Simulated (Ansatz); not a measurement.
Ge (diamond)

```
CELL_PARAMETERS angstrom
      0.00000     2.88111     2.88111
      2.88111     0.00000     2.88111
      2.88111     2.88111     0.00000
ATOMIC_POSITIONS crystal
  Ge 0.50000 0.50000 0.50000
  Ge 0.75000 0.75000 0.75000
```

The numbers are results of PBE (plane waves to 420 eV, PAW, scalar-relativistic; Ansatz, a program for electronic structure), not measurements. DFPT wavenumbers on a 14×14×14 k mesh, in cm⁻¹ and rounded to 5; i marks imaginary ones, q is in fractions of the reciprocal vectors of the cell shown, and the three acoustic modes at Γ are left out. Ge was relaxed with its symmetry unable to fall. The PAW data are Ansatz's earlier set.

Q: Does any mode at Γ, L = (0.5, 0.0, 0.0), X = (0.5, 0.5, 0.0) come out imaginary?

A: No imaginary mode at these points (lowest 60 cm⁻¹ at L = (0.5, 0.0, 0.0)); other wave vectors were not tested.

Q: Predict the phonon wavenumbers at Γ, L = (0.5, 0.0, 0.0), X = (0.5, 0.5, 0.0).

A: 
```json
[
 {"q": "Γ", "wavenumbers (cm⁻¹)": "270 (×3)"},
 {"q": "L = (0.5, 0.0, 0.0)", "wavenumbers (cm⁻¹)": "60 (×2), 210, 220, 265 (×2)"},
 {"q": "X = (0.5, 0.5, 0.0)", "wavenumbers (cm⁻¹)": "75 (×2), 220 (×2), 250 (×2)"}
]
```
